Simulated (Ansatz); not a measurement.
**Structure relaxation, Ru**

The start is a generated cell, Ru built in the AFLOW prototype A_tI2_139_a (A_a). A full variable-cell relaxation at zero pressure is run with PBE (plane waves to 420 eV, PAW, scalar-relativistic; Ansatz, a first-principles code). First-step values are on the input's coarse k-mesh.

Ansatz input (later rounds restart from its end on a renewed k-mesh):
Ansatz 0.2 input:
```yaml
crystal:
  lattice:
    - [-1.6003241, 1.6003241, 1.3178661]
    - [1.6003241, -1.6003241, 1.3178661]
    - [1.6003241, 1.6003241, -1.3178661]
  atoms:
    - { symbol: Ru, position: [0, 0, 0] }
basis: { ecutwfc: 420, ecutrho_ratio: 4, xc_grid: 2, fft_grid_basis: typed }
kpoints: { mp_grid: { grid: [16, 16, 16] } }
hamiltonian:
  xc: pbe
  dispersion: none
  pseudopotentials: { azcp: { folder: ./paw }, kind: paw }
scf: { occupations: { method: fermi_dirac, width: 0.05 } }
relax: { f_tol: 0.01, max_steps: 100, cell: { stress_tol: 0.02 } }
output: { forces: true, stress: true }
```

Q: What pressure does the first self-consistent step give?

A: +18.3 GPa (positive: the cell is compressed).

Q: How much energy is released per atom?

A: 0.05 eV/atom.

Q: How does the volume change?

A: +5.6 %, from 13.50 to 14.25 Å³/atom.

Q: How do the shortest distances between atoms change?

A: The closest pairs of elements (up to four, under 3.6 Å), start → end: Ru–Ru 2.62 → 2.66 Å.

Q: What band gap does the relaxed structure have at this level?

A: Zero (metallic).

Q: Give the final cell and atomic positions.

A: 
```cif
data_Ru2
_chemical_formula_sum 'Ru2'
_space_group_name_H-M_alt 'I4/mmm'
_space_group_IT_number 139
_space_group_name_Hall '-I 4 2'
_cell_length_a 3.22795
_cell_length_b 3.22795
_cell_length_c 2.73611
_cell_angle_alpha 90.000
_cell_angle_beta 90.000
_cell_angle_gamma 90.000
loop_
_atom_site_label
_atom_site_type_symbol
_atom_site_symmetry_multiplicity
_atom_site_Wyckoff_symbol
_atom_site_fract_x
_atom_site_fract_y
_atom_site_fract_z
_atom_site_occupancy
Ru1 Ru 2 a 0.00000 0.00000 0.00000 1
```
(The calculation used a cell of 1 atom; values per cell refer to that cell.)

The space group stays I4/mmm (No. 139) (the run could not lower it); the end is AFLOW prototype A_tI2_139_a (A_a), with 1 atom in the primitive cell. Final values are on a 22×22×22 k-mesh of the relaxed cell. No spin polarisation in the result. A magnetic state may lie lower.

The run could not lose the symmetry of its start: the end is stationary, and may be a saddle point rather than a minimum.

The relaxed structure here is a generated cell of Ru: the first start was made by placing the elements on the sites of a structure type, and the end was not matched to a known phase here, so it may be hypothetical. Known forms of Ru include space group No. 194.
